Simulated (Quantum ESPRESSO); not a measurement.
## Kohn-Sham bands of MgS (rock salt)

```yaml
crystal:
  lattice:
    - [0.00000, 2.60440, 2.60440]
    - [2.60440, 0.00000, 2.60440]
    - [2.60440, 2.60440, 0.00000]
  atoms:
    - { symbol: Mg, position: [0.00000, 0.00000, 0.00000] }
    - { symbol: S, position: [0.50000, 0.50000, 0.50000] }
```

Materials Project entry mp-1315; symmetrised, unrelaxed at this level. COD (Crystallography Open Database) has an entry of this formula and space group (matched by these alone). Computed values, not measurements, from LDA: Quantum ESPRESSO (norm-conserving PseudoDojo potentials, cutoff 68 Ry, no spin polarisation, no spin-orbit coupling) on a Γ-centred 8×8×8 mesh, then Wannier90. Density: 10×10×10 mesh, cold smearing 0.01 Ry.

The lattice is scaled uniformly by ε, fractional positions fixed; Kohn-Sham values from pw.x, the row at -2.5 % withheld:

| ε (%) | gap (eV) | width of the top valence group (eV) | direct gap at Γ (eV) | direct gap at K (eV) |
|---|---|---|---|---|
| -5.0 | 2.859 | 5.766 | 4.771 | 5.559 |
| -2.5 | ? | ? | ? | ? |
| 0.0 | 2.551 | 4.885 | 3.450 | 5.078 |
| 2.5 | 2.393 | 4.510 | 2.905 | 4.819 |
| 5.0 | 2.235 | 4.172 | 2.424 | 4.555 |

Problem. Fit y = y₀ + bε + cε² to the rows at -5.0, 0 and 5.0 %, check it on the fourth row, and predict the withheld one.

Solution. 
- gap (eV): b = (2.235 − 2.859)/10 = -0.0624, c = (2.235 + 2.859 − 2×2.551)/50 = -0.00016. Check at 2.5 %: 2.394 for 2.393. Prediction 2.706; the run gives 2.706.
- width of the top valence group (eV): b = (4.172 − 5.766)/10 = -0.1594, c = (4.172 + 5.766 − 2×4.885)/50 = 0.00336. Check at 2.5 %: 4.507 for 4.510. Prediction 5.304; the run gives 5.302.
- direct gap at Γ (eV): b = (2.424 − 4.771)/10 = -0.2347, c = (2.424 + 4.771 − 2×3.450)/50 = 0.00590. Check at 2.5 %: 2.900 for 2.905. Prediction 4.074; the run gives 4.069.
- direct gap at K (eV): b = (4.555 − 5.559)/10 = -0.1004, c = (4.555 + 5.559 − 2×5.078)/50 = -0.00084. Check at 2.5 %: 4.822 for 4.819. Prediction 5.324; the run gives 5.326.
